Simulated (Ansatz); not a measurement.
The start is a generated cell, GaCuSe2 built in the chalcopyrite structure type. Cell shape, volume and atoms are optimised at zero target pressure with PBEsol (plane waves to 420 eV, PAW, scalar-relativistic; Ansatz, a quantum-chemistry and plane-wave program). The first steps use a coarse 6×6×6 k-mesh.

Input geometry:
```
GaCuSe2
1.0
   -2.79888     2.79888     5.51573
    2.79888    -2.79888     5.51573
    2.79888     2.79888    -5.51573
Cu Ga Se
2 2 4
Direct
  0.75000   0.25000   0.50000
  0.00000   0.00000   0.00000
  0.25000   0.75000   0.50000
  0.50000   0.50000   0.00000
  0.13240   0.12500   0.50740
  0.61760   0.62500   0.49260
  0.37500   0.86760   0.99260
  0.87500   0.38240   0.00740
```

- Largest initial force = 0.81 eV/Å, on Se5, Se6, Se7, Se8 (atoms numbered as listed)
- Outcome = The space group stays I-42d (No. 122) (the run could not lower it); the end is chalcopyrite type, with 8 atoms in the primitive cell
- Energy released = 0.02 eV/atom
- Volume change = -0.6 %, from 21.60 to 21.48 Å³/atom
- Shortest distances (start → end) = The closest pairs of elements (up to four, under 3.6 Å), start → end: Cu–Se 2.44 → 2.38 Å; Ga–Se 2.39 → 2.43 Å
- Band gap at the end = 0.12 eV, direct at Γ (no spin-orbit coupling)
- Optimiser moves = 3

Final values are on a 8×8×8 k-mesh of the relaxed cell. No spin polarisation in the result.

The run could not lose the symmetry of its start.
